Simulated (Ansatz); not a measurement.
BaTiO$_{3}$ (tetragonal-perovskite type, space group P4mm)

```
BaTiO3
1.0
    3.97219     0.00000     0.00000
    0.00000     3.97219     0.00000
    0.00000     0.00000     4.11302
Ti Ba O
1 1 3
Cartesian
  1.98609   1.98609   1.86051
  0.00000   0.00000   3.84254
  1.98609   1.98609   3.68180
  1.98609   0.00000   1.69510
  0.00000   1.98609   1.69510
```

Grid over V/V₀ and (c/a)/(c/a)₀, subscript 0 meaning the relaxed cell; the conventional c axis lies along z; no internal relaxation.

The numbers are results of r2SCAN (plane waves to 500 eV, PAW, scalar-relativistic; Ansatz, a quantum-chemistry and plane-wave program), not measurements. k mesh 8×8×8 (Γ-centred), Fermi-Dirac smearing 0.05 eV. Stress and pressure are positive under compression. As the atoms are clamped, bonds stretch with the cell, which overstates energies and stresses. BaTiO3 is run without spin polarisation. BaTiO3 was relaxed with its symmetry unable to fall.

At one point of the scan the stress tensor (GPa) is:

```
    7.8      0.0      0.0
    0.0      7.8      0.0
    0.0      0.0      7.7
```

Task: Which point is it?
(A) V/V₀ = 0.960, (c/a)/(c/a)₀ = 1.040
(B) V/V₀ = 0.987, (c/a)/(c/a)₀ = 1.027
(C) V/V₀ = 0.960, (c/a)/(c/a)₀ = 1.000
(D) V/V₀ = 0.960, (c/a)/(c/a)₀ = 1.027

Result: C, V/V₀ = 0.960, (c/a)/(c/a)₀ = 1.000

(A scan under strain: stresses follow from slopes of the energy per volume, elastic moduli from its curvatures.)
